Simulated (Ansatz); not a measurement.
Run on bcc Ta (111), 6 layers: DFT, PBE, all-electron LAPW, scalar-relativistic (Ansatz 0.2.0).

The slab is cut from a bulk crystal relaxed on PAW files (its atoms may have been relaxed since).

Command: `ansatz run input.yaml --threads 2 --pin off --max-ram 4096MiB --backend cpu --events-out ev --progress --plain --runs-dir out` It took 92 s on 2 threads of Intel(R) Xeon(R) 6975P-C (Granite Rapids), with other jobs on the host, peak memory 1.3 GiB.

```yaml
crystal:
  lattice:
    - [4.6945593014, 0.0, 0.0]
    - [-2.3472796507, 4.0656076146, 0.0]
    - [0.0, 0.0, 20.7914]
  atoms:
    - { symbol: Ta, position: [0.1666666665, 0.3333333335, 0.3847753271] }
    - { symbol: Ta, position: [0.5000000005, 0.9999999995, 0.4308651962] }
    - { symbol: Ta, position: [0.8333333335, 0.6666666665, 0.4769550653] }
    - { symbol: Ta, position: [0.1666666665, 0.3333333335, 0.5230449343] }
    - { symbol: Ta, position: [0.5000000005, 0.9999999995, 0.5691348038] }
    - { symbol: Ta, position: [0.8333333335, 0.6666666665, 0.6152246729] }
kpoints:
  mp_grid: { grid: [9, 9, 1] }
scf:
  occupations: { method: fermi_dirac, width: 0.08 }
hamiltonian:
  xc: pbe
  pseudopotentials: { kind: all_electron, lapw: { basis_error: 0.001 } }
output:
  forces: true
  stress: true
  eigenvalues: true
  populations: true
  dos: { projected: true, de: 0.2, e_range: [-14, 8] }
efield:
  axis: 3
  amplitude: 0
  dipole_correction: true
```

Output:

```
Ta: projections on atomic orbitals take those of the free atom 1s2 2s2 2p6 3s2 3p6 3d10 4s2 4p6 4d10 4f14 5s2 5p6 5d3 6s2, of charge +0.00 (hamiltonian.pseudopotentials.projection_atoms)
LAPW: plane waves up to 8.232 Å⁻¹, error target 1.0e-3 eV per atom; small_component_spin mean_spin; Ta in spheres of 1.437 Å, 37 of its electrons in bands, Dirac shells [] (how accurate: hamiltonian.pseudopotentials.lapw.basis_error, Limitations)
Engine: ansatz 0.2.0
Pseudopotentials: kind: all_electron
Pseudopotential: Ta, LAPW, valence charge 37, lapw/all_electron/scalar/gaussian/Ta, Koelling and Harmon's equation, gaussian nucleus
Functional definition: PBE
  parameter kappa = 0.804
  parameter beta = 0.06672455060314922
  exchange = pbe_x(kappa = kappa, mu = beta*pi^2/3)
  correlation = pbe_c(beta = beta)
Crystal: 6 atoms, lattice volume = 396.830 Å³
Basis set: ecut = 258.1882246024777 eV, 3727 PW (Γ), exchange–correlation at level 2
Bands: 134, of which v1, the nominal top of the filled ones, is band 111 counted from 1 (110 counted from 0)
Symmetry: 6 space group operations
k-points: 12 of 81 (time reversal used)
Non-local potential: Ta, projectors of the file, none
Initial density: superposition of atomic densities (neutral atoms: chi_scale 0, normalization atom)
Initial wavefunctions: plane waves of lowest kinetic energy (no species holds an atomic orbital)
Functional: x = pbe(κ = 0.804, μ = 0.2195149727645171), c = pbe(β = 0.06672455060314922)
iter 1 solved again at ethr=2.02e-2 eV; its pass at ethr=1.00e-1 eV (dr2=4.48e1 eV) is discarded
SCF iter   1: F=—  HF=-2547413.421008 eV  |F-HF|=—  |Δ(HF+E_count)|=         —  Δρ=3.28e-2  dr2=4.48e1  ethr=2.02e-2  p=-0.000 e·Å  D=-3.47e-14 V/Å  ΔV_dip=0.00 eV  dr2_dipole=1.12e-15  V_vac-E_F(+/−)=6.74/6.74 eV  ⟨swp⟩=2.0  Hψ=9902  notcnv=0
efield: sawtooth ramp at fractional position 0.9500 (placed from the atoms, in the widest stretch of the axis that holds none; the zero of the levels goes with the place), width 0.1000; the density the first Hamiltonian is built on has a dipole p = -0.000 e·Å; the dipole correction subtracts the counter field D = -1.02e-13 V/Å, which shifts the + side's vacuum level by +0.00 eV against the − side's; the planar-averaged density in the ramp window peaks in size at 7.1e-7 e/Å³
preconditioner: auto → LDOS  [metal: Δε(μ)=0.017 eV  Ē_g=22.586 eV  σ=0.080 eV  W_gap=0.05  n_scr=94 (ndim 8)  ℏωp=22.8 eV  f_vac=0.640  D(μ)=7.83/eV (n_scr^D=54)  β→1.0]
SCF iter   2: F=—  HF=-2547412.048862 eV  |F-HF|=—  |Δ(HF+E_count)|=    1.37e0  Δρ=4.08e-2  dr2=6.83e1  ethr=2.02e-2  p=-0.000 e·Å  D=-1.59e-9 V/Å  ΔV_dip=0.00 eV  dr2_dipole=5.20e-8  V_vac-E_F(+/−)=1.68/1.68 eV  ⟨swp⟩=3.0  Hψ=5105  notcnv=0
iter 3 solved again at ethr=1.68e-4 eV; its pass at ethr=2.02e-2 eV (dr2=3.72e-1 eV) is discarded
SCF iter   3: F=—  HF=-2547407.406419 eV  |F-HF|=—  |Δ(HF+E_count)|=    4.64e0  Δρ=8.88e-3  dr2=3.72e-1  ethr=1.68e-4  p=-0.000 e·Å  D=-4.06e-6 V/Å  ΔV_dip=0.00 eV  dr2_dipole=3.99e-10  V_vac-E_F(+/−)=3.82/3.82 eV  ⟨swp⟩=2.0  Hψ=8102  notcnv=0
SCF iter   4: F=—  HF=-2547407.411965 eV  |F-HF|=—  |Δ(HF+E_count)|=         —  Δρ=2.84e-3  dr2=4.99e-2  ethr=1.67e-4  p=0.000 e·Å  D=1.37e-6 V/Å  ΔV_dip=-0.00 eV  dr2_dipole=1.19e-11  V_vac-E_F(+/−)=3.55/3.55 eV  ⟨swp⟩=3.0  Hψ=5195  notcnv=0
the basis was enlarged: its passes take 2.3 MiB over the memory plan, 2 of 2 planned eigensolver slots
SCF iter   5: F=—  HF=-2547407.401188 eV  |F-HF|=—  |Δ(HF+E_count)|=   1.08e-2  Δρ=1.27e-3  dr2=7.82e-3  ethr=2.25e-5  p=0.000 e·Å  D=6.00e-7 V/Å  ΔV_dip=-0.00 eV  dr2_dipole=2.87e-12  V_vac-E_F(+/−)=3.49/3.49 eV  ⟨swp⟩=3.0  Hψ=4899  notcnv=0
[... lines left out ...]
  Σ components = -2547407.401422   (vs F -2547407.401422, Δ=0.00e0)
  Basis errors (estimates in eV, not in F): energy 3.8e-4 per atom: plane waves 3.4e-4 (1.9e-4 summed), levels above the bands 9.0e-32, relativity 8.6e-8, radial functions 4.5e-5, core shells 1.1e-6; eigenvalues (radial functions only) 6.0e-7; not estimated: angular momenta, meshes, grids; target (lapw.basis_error) 1.0e-3; muffin-tin radii Ta 1.437 Å
--- Forces (eV/Å), atoms counted from 1 ---
  atom   1  Ta     0.00000000     0.00000000     2.20048746
  atom   2  Ta     0.00000000    -0.00000000     0.53901432
  atom   3  Ta    -0.00000000    -0.00000000    -0.35096837
  atom   4  Ta     0.00000000     0.00000000     0.35096852
  atom   5  Ta    -0.00000000     0.00000000    -0.53901406
  atom   6  Ta    -0.00000000    -0.00000000    -2.20048796
  max |Σ_I F_I| component: 8.65e-8 eV/Å
--- Stress (GPa, compression-positive) ---
       -4.041585       0.000000      -0.000000
        0.000000      -4.041585      -0.000000
       -0.000000       0.000000      -4.744769
  P = ⅓ Tr σ = -4.2760 GPa (-42.760 kbar)
--- Band table (eV; the first three rows and the last of 12) ---
  k-point 0: bands = ["-212.6063", "-212.6063", "-212.6036", "-212.6036", "-212.6036", "-212.6036", "-212.5408", "-212.5408", "-212.5408", "-212.5408", "-212.1133", "-212.1133", "-212.1133", "-212.1133", "-212.1107", "-212.1107", "-212.0812", "-212.0812", "-212.0812", "-212.0812", "-211.7799", "-211.7799", "-211.7799", "-211.7799", "-211.7679", "-211.7679", "-211.7421", "-211.7421", "-211.7421", "-211.7421", "-63.5539", "-63.5531", "-63.1506", "-63.0799", "-62.7728", "-62.7509", "-30.2760", "-30.2380", "-30.0304", "-30.0304", "-30.0227", "-30.0227", "-29.8836", "-29.8836", "-29.6126", "-29.5885", "-29.5885", "-29.5547", "-29.5023", "-29.1622", "-29.1622", "-29.1348", "-29.0630", "-29.0630", "-15.4830", "-15.4825", "-15.4751", "-15.4751", "-15.4750", "-15.4750", "-15.4492", "-15.4492", "-15.4492", "-15.4492", "-15.3821", "-15.3821", "-15.3806", "-15.3806", "-14.9931", "-14.9908", "-14.9908", "-14.9895", "-14.9872", "-14.9872", "-14.9743", "-14.9723", "-14.9707", "-14.9707", "-14.9620", "-14.9620", "-14.9402", "-14.9327", "-14.6605", "-14.6521", "-14.6521", "-14.6446", "-14.6446", "-14.6409", "-14.6345", "-14.6345", "-14.6315", "-14.6315", "-14.6106", "-14.6105", "-14.6069", "-14.6030", "-2.5615", "-0.1966", "1.2856", "1.2856", "2.2002", "2.7159", "2.7159", "2.7673", "3.2064", "3.2064", "3.3717", "3.5682", "3.5682", "4.0795", "4.0795", "4.4355", "4.4355", "4.4777", "4.5900", "6.6490", "6.6490", "6.6653", "6.7478", "6.7478", "7.1467", "7.7897", "8.0042", "8.0042", "8.0149", "8.5545", "8.5545", "8.8834", "8.8834", "9.1562", "9.5570", "9.5570", "9.8199", "11.2124"]
  k-point 1: bands = ["-212.6063", "-212.6063", "-212.6036", "-212.6036", "-212.6036", "-212.6036", "-212.5408", "-212.5408", "-212.5408", "-212.5408", "-212.1133", "-212.1133", "-212.1133", "-212.1133", "-212.1107", "-212.1107", "-212.0812", "-212.0812", "-212.0812", "-212.0812", "-211.7799", "-211.7799", "-211.7799", "-211.7799", "-211.7679", "-211.7679", "-211.7421", "-211.7421", "-211.7421", "-211.7421", "-63.5537", "-63.5530", "-63.1484", "-63.0815", "-62.7734", "-62.7514", "-30.2796", "-30.2413", "-30.0524", "-30.0429", "-30.0253", "-30.0200", "-29.8772", "-29.8661", "-29.6634", "-29.5735", "-29.5606", "-29.5397", "-29.4780", "-29.1630", "-29.1587", "-29.1294", "-29.0856", "-29.0623", "-15.4829", "-15.4825", "-15.4751", "-15.4751", "-15.4750", "-15.4750", "-15.4492", "-15.4492", "-15.4492", "-15.4492", "-15.3821", "-15.3821", "-15.3806", "-15.3806", "-14.9936", "-14.9917", "-14.9908", "-14.9887", "-14.9871", "-14.9860", "-14.9760", "-14.9719", "-14.9709", "-14.9682", "-14.9627", "-14.9619", "-14.9408", "-14.9333", "-14.6605", "-14.6522", "-14.6521", "-14.6447", "-14.6447", "-14.6408", "-14.6346", "-14.6345", "-14.6315", "-14.6315", "-14.6108", "-14.6106", "-14.6069", "-14.6032", "-2.3967", "-0.1074", "1.3201", "1.3870", "2.0286", "2.3836", "2.7119", "2.7553", "3.1034", "3.2319", "3.5384", "3.6411", "3.6817", "4.0596", "4.1234", "4.4924", "4.5343", "4.6568", "4.7057", "6.4885", "6.5739", "6.5997", "6.7003", "6.7279", "7.2132", "7.7627", "7.8704", "7.9712", "8.0948", "8.4442", "8.4495", "8.7083", "8.7190", "9.0954", "9.3557", "9.5442", "9.8476", "11.1460"]
  k-point 2: bands = ["-212.6063", "-212.6063", "-212.6036", "-212.6036", "-212.6036", "-212.6036", "-212.5408", "-212.5408", "-212.5408", "-212.5408", "-212.1133", "-212.1133", "-212.1133", "-212.1133", "-212.1107", "-212.1107", "-212.0812", "-212.0812", "-212.0812", "-212.0812", "-211.7799", "-211.7799", "-211.7799", "-211.7799", "-211.7679", "-211.7679", "-211.7421", "-211.7421", "-211.7421", "-211.7421", "-63.5532", "-63.5526", "-63.1422", "-63.0861", "-62.7749", "-62.7525", "-30.2898", "-30.2510", "-30.0952", "-30.0479", "-30.0357", "-30.0181", "-29.8670", "-29.8558", "-29.6781", "-29.5712", "-29.5387", "-29.5241", "-29.4132", "-29.1721", "-29.1494", "-29.1330", "-29.1174", "-29.0609", "-15.4828", "-15.4824", "-15.4752", "-15.4751", "-15.4750", "-15.4750", "-15.4494", "-15.4494", "-15.4493", "-15.4492", "-15.3820", "-15.3819", "-15.3807", "-15.3807", "-14.9946", "-14.9927", "-14.9907", "-14.9876", "-14.9868", "-14.9834", "-14.9783", "-14.9724", "-14.9699", "-14.9655", "-14.9629", "-14.9613", "-14.9426", "-14.9351", "-14.6604", "-14.6522", "-14.6521", "-14.6448", "-14.6448", "-14.6407", "-14.6348", "-14.6346", "-14.6317", "-14.6316", "-14.6113", "-14.6109", "-14.6071", "-14.6035", "-1.9219", "0.1442", "1.3396", "1.6826", "1.7706", "1.8938", "2.6522", "2.7331", "2.8615", "3.2954", "3.6134", "3.7281", "3.7742", "4.1941", "4.3290", "4.6081", "4.6967", "4.8584", "5.2253", "5.9429", "6.3092", "6.4140", "6.7222", "6.7649", "7.2592", "7.2835", "7.5978", "8.0007", "8.0452", "8.2204", "8.3700", "8.6108", "8.7544", "8.8439", "9.2752", "9.4752", "9.8833", "10.2579"]
  k-point 11: bands = ["-212.6063", "-212.6063", "-212.6036", "-212.6036", "-212.6036", "-212.6036", "-212.5408", "-212.5408", "-212.5408", "-212.5408", "-212.1133", "-212.1133", "-212.1133", "-212.1133", "-212.1107", "-212.1107", "-212.0812", "-212.0812", "-212.0812", "-212.0812", "-211.7799", "-211.7799", "-211.7799", "-211.7799", "-211.7679", "-211.7679", "-211.7421", "-211.7421", "-211.7421", "-211.7421", "-63.5519", "-63.5519", "-63.1121", "-63.1121", "-62.7787", "-62.7553", "-30.3030", "-30.3030", "-30.0753", "-30.0753", "-30.0116", "-29.9869", "-29.9678", "-29.7923", "-29.7923", "-29.5500", "-29.5500", "-29.3937", "-29.3771", "-29.1606", "-29.1606", "-29.1168", "-29.1168", "-29.0832", "-15.4824", "-15.4824", "-15.4752", "-15.4752", "-15.4751", "-15.4749", "-15.4497", "-15.4497", "-15.4494", "-15.4494", "-15.3818", "-15.3818", "-15.3807", "-15.3807", "-14.9950", "-14.9950", "-14.9880", "-14.9869", "-14.9850", "-14.9850", "-14.9746", "-14.9746", "-14.9709", "-14.9669", "-14.9556", "-14.9556", "-14.9456", "-14.9456", "-14.6601", "-14.6522", "-14.6522", "-14.6452", "-14.6452", "-14.6403", "-14.6350", "-14.6350", "-14.6318", "-14.6318", "-14.6125", "-14.6117", "-14.6077", "-14.6040", "0.4415", "0.4415", "0.5648", "1.4202", "1.6856", "1.6856", "2.9335", "2.9335", "3.3609", "3.6298", "3.6298", "3.7835", "3.8093", "4.2867", "4.2867", "4.3763", "4.3763", "4.6137", "5.7089", "5.7197", "5.7197", "5.8230", "6.0575", "6.0575", "6.8314", "6.8314", "7.4613", "7.5432", "8.0943", "8.0943", "8.6192", "8.6192", "8.8240", "9.8182", "9.8878", "9.8878", "10.1254", "10.1401"]
--- Löwdin populations: 6 sites ---
  site symbol       q [e]
     0     Ta     72.9594
     1     Ta     73.0183
     2     Ta     72.7840
     3     Ta     72.7840
     4     Ta     73.0183
     5     Ta     72.9594
  spilling = 0.001088 (of n_electrons = 438.000000)
```

populations.tsv:

```
# site	symbol	l	j	q
# orbitals = lowdin
# n_electrons = 438.000000
# spilling = 0.001088
# projection_atom_Ta: 1s2 2s2 2p6 3s2 3p6 3d10 4s2 4p6 4d10 4f14 5s2 5p6 5d3 6s2
0	Ta	0_1S	-	2.000000
0	Ta	0_2S	-	1.999990
0	Ta	0_3S	-	1.999876
0	Ta	0_4S	-	1.998723
0	Ta	0_5S	-	1.979329
0	Ta	0_6S	-	1.059108
0	Ta	1_2P	-	6.000000
0	Ta	1_3P	-	5.999998
0	Ta	1_4P	-	5.999877
0	Ta	1_5P	-	5.978719
0	Ta	2_3D	-	10.000000
0	Ta	2_4D	-	9.999976
0	Ta	2_5D	-	3.944573
0	Ta	3_4F	-	13.999262
1	Ta	0_1S	-	2.000000
1	Ta	0_2S	-	1.999983
1	Ta	0_3S	-	1.999790
1	Ta	0_4S	-	1.997843
1	Ta	0_5S	-	1.965400
1	Ta	0_6S	-	0.944684
1	Ta	1_2P	-	6.000000
1	Ta	1_3P	-	5.999998
1	Ta	1_4P	-	5.999877
1	Ta	1_5P	-	5.979939
1	Ta	2_3D	-	10.000000
1	Ta	2_4D	-	9.999961
1	Ta	2_5D	-	4.132005
1	Ta	3_4F	-	13.998792
2	Ta	0_1S	-	2.000000
2	Ta	0_2S	-	1.999982
2	Ta	0_3S	-	1.999772
2	Ta	0_4S	-	1.997659
2	Ta	0_5S	-	1.962221
2	Ta	0_6S	-	0.845472
2	Ta	1_2P	-	6.000000
2	Ta	1_3P	-	5.999998
2	Ta	1_4P	-	5.999901
2	Ta	1_5P	-	5.984934
2	Ta	2_3D	-	10.000000
2	Ta	2_4D	-	9.999958
2	Ta	2_5D	-	3.995143
2	Ta	3_4F	-	13.998934
3	Ta	0_1S	-	2.000000
3	Ta	0_2S	-	1.999982
3	Ta	0_3S	-	1.999772
3	Ta	0_4S	-	1.997659
3	Ta	0_5S	-	1.962221
3	Ta	0_6S	-	0.845472
3	Ta	1_2P	-	6.000000
3	Ta	1_3P	-	5.999998
3	Ta	1_4P	-	5.999901
3	Ta	1_5P	-	5.984934
3	Ta	2_3D	-	10.000000
3	Ta	2_4D	-	9.999958
3	Ta	2_5D	-	3.995143
3	Ta	3_4F	-	13.998934
4	Ta	0_1S	-	2.000000
4	Ta	0_2S	-	1.999983
4	Ta	0_3S	-	1.999790
4	Ta	0_4S	-	1.997843
4	Ta	0_5S	-	1.965400
4	Ta	0_6S	-	0.944684
4	Ta	1_2P	-	6.000000
4	Ta	1_3P	-	5.999998
4	Ta	1_4P	-	5.999877
4	Ta	1_5P	-	5.979939
4	Ta	2_3D	-	10.000000
4	Ta	2_4D	-	9.999961
4	Ta	2_5D	-	4.132005
4	Ta	3_4F	-	13.998792
5	Ta	0_1S	-	2.000000
5	Ta	0_2S	-	1.999990
5	Ta	0_3S	-	1.999876
5	Ta	0_4S	-	1.998723
5	Ta	0_5S	-	1.979329
5	Ta	0_6S	-	1.059108
5	Ta	1_2P	-	6.000000
5	Ta	1_3P	-	5.999998
5	Ta	1_4P	-	5.999877
5	Ta	1_5P	-	5.978719
5	Ta	2_3D	-	10.000000
5	Ta	2_4D	-	9.999976
5	Ta	2_5D	-	3.944574
5	Ta	3_4F	-	13.999262
```

Next run (atoms relaxed), as changes to the input before:

```diff
   atoms:
-    - { symbol: Ta, position: [0.1666666665, 0.3333333335, 0.3847753271] }
-    - { symbol: Ta, position: [0.5000000005, 0.9999999995, 0.4308651962] }
-    - { symbol: Ta, position: [0.8333333335, 0.6666666665, 0.4769550653] }
-    - { symbol: Ta, position: [0.1666666665, 0.3333333335, 0.5230449343] }
-    - { symbol: Ta, position: [0.5000000005, 0.9999999995, 0.5691348038] }
-    - { symbol: Ta, position: [0.8333333335, 0.6666666665, 0.6152246729] }
+    - { symbol: Ta, position: [0.1666666667, 0.3333333333, 0.3996627181] }
+    - { symbol: Ta, position: [0.5, 1.0, 0.4351072253] }
+    - { symbol: Ta, position: [0.8333333333, 0.6666666667, 0.4712357363] }
+    - { symbol: Ta, position: [0.1666666667, 0.3333333333, 0.5287642531] }
+    - { symbol: Ta, position: [0.5, 1.0, 0.5648927874] }
+    - { symbol: Ta, position: [0.8333333333, 0.6666666667, 0.6003372795] }
 kpoints:
   eigenvalues: true
-  populations: true
-  dos: { projected: true, de: 0.2, e_range: [-14, 8] }
+relax:
+  f_tol: 0.01
+  max_steps: 12
 efield:
```

Command: `ansatz run input.yaml --threads 2 --pin off --max-ram 4096MiB --backend cpu --events-out ev --progress --plain --runs-dir out` It took 3.2 min on 2 threads of Intel(R) Xeon(R) 6975P-C (Granite Rapids), with other jobs on the host, peak memory 1.8 GiB.

Results part of the output:

```
SCF converged after 3 iterations
Free energy (F): -2547408.256993 eV
Harris-Foulkes:  -2547408.256993 eV  (|F-HF|=5.26e-8)
Internal energy: -2547408.106241 eV  (E = F + TS)
E sigma→0 (E₀):  -2547408.181617 eV
Entropy (-TS):   -0.150752 eV (-25.125 meV/atom)
Fermi energy:    4.234954 eV
Dipole field:    D = -0.000000 V/Å  (p = -0.000000 e·Å, saw-weighted, corrected)
Work function:   Φ+ = 3.6839 eV   Φ− = 3.6839 eV
Levels:          The Fermi level and band energies are counted from a zero that moves with the ramp; work functions are not
[... lines left out ...]
  k-point 11: bands = ["-390.8701", "-390.8701", "-390.8175", "-390.8175", "-390.8175", "-390.8175", "-390.5535", "-390.5535", "-390.5505", "-390.5505", "-390.5505", "-390.5505", "-390.2136", "-390.2136", "-390.1964", "-390.1964", "-390.1964", "-390.1964", "-212.4081", "-212.4081", "-212.4081", "-212.4081", "-212.3978", "-212.3978", "-212.3537", "-212.3537", "-212.3537", "-212.3537", "-212.1129", "-212.1129", "-212.1129", "-212.1129", "-212.0999", "-212.0999", "-212.0961", "-212.0961", "-212.0961", "-212.0961", "-211.7706", "-211.7706", "-211.7706", "-211.7706", "-211.7442", "-211.7442", "-211.7355", "-211.7355", "-211.7355", "-211.7355", "-63.3862", "-63.3862", "-63.1350", "-63.1350", "-62.8064", "-62.7557", "-30.3447", "-30.3447", "-30.0984", "-30.0984", "-30.0593", "-29.9229", "-29.9035", "-29.8193", "-29.8193", "-29.5070", "-29.4738", "-29.4608", "-29.4608", "-29.1580", "-29.1580", "-29.1272", "-29.1272", "-28.9939", "-15.2818", "-15.2818", "-15.2789", "-15.2786", "-15.2786", "-15.2781", "-15.2646", "-15.2642", "-15.2641", "-15.2641", "-15.2060", "-15.2060", "-15.2047", "-15.2047", "-14.9946", "-14.9946", "-14.9932", "-14.9899", "-14.9899", "-14.9854", "-14.9797", "-14.9797", "-14.9784", "-14.9758", "-14.9758", "-14.9702", "-14.9651", "-14.9651", "-14.6503", "-14.6467", "-14.6467", "-14.6445", "-14.6445", "-14.6336", "-14.6336", "-14.6220", "-14.6172", "-14.6172", "-14.6120", "-14.6107", "-14.6084", "-14.5955", "0.0206", "0.0206", "0.3122", "1.2027", "1.2027", "1.4359", "2.4572", "2.4572", "3.0292", "3.2937", "3.3352", "3.3352", "3.4254", "3.9786", "3.9786", "4.5478", "4.5478", "4.6181", "5.1894", "5.5932", "5.6016", "5.6016", "6.5410", "6.5410", "7.0796", "7.0796", "7.3088", "7.6996", "8.3348", "8.3348", "9.0949", "9.0949", "9.3443", "9.9386", "9.9386", "10.0287", "10.4246", "10.4826", "10.4826", "10.6360", "10.6360"]
--- Relaxed structure (2 steps of the walk, 2 accepted, 0 SCFs on fresh bases) ---
  F+E_penalty+E_count = -2547408.25699311 eV   max|allowed force component| = 7.908e-3 eV/Å
  atoms:
    - { symbol: Ta, position: [0.16666666666666669, 0.3333333333333333, 0.3996627181] }
    - { symbol: Ta, position: [0.5, 1.0, 0.4351072253] }
    - { symbol: Ta, position: [0.8333333333333333, 0.6666666666666666, 0.4712357363] }
    - { symbol: Ta, position: [0.16666666666666669, 0.3333333333333333, 0.5287642531000001] }
    - { symbol: Ta, position: [0.5, 1.0, 0.5648927874000002] }
    - { symbol: Ta, position: [0.8333333333333333, 0.6666666666666666, 0.6003372795000002] }
```

Spin–orbit coupling is left out, which matters for the heavy atoms.
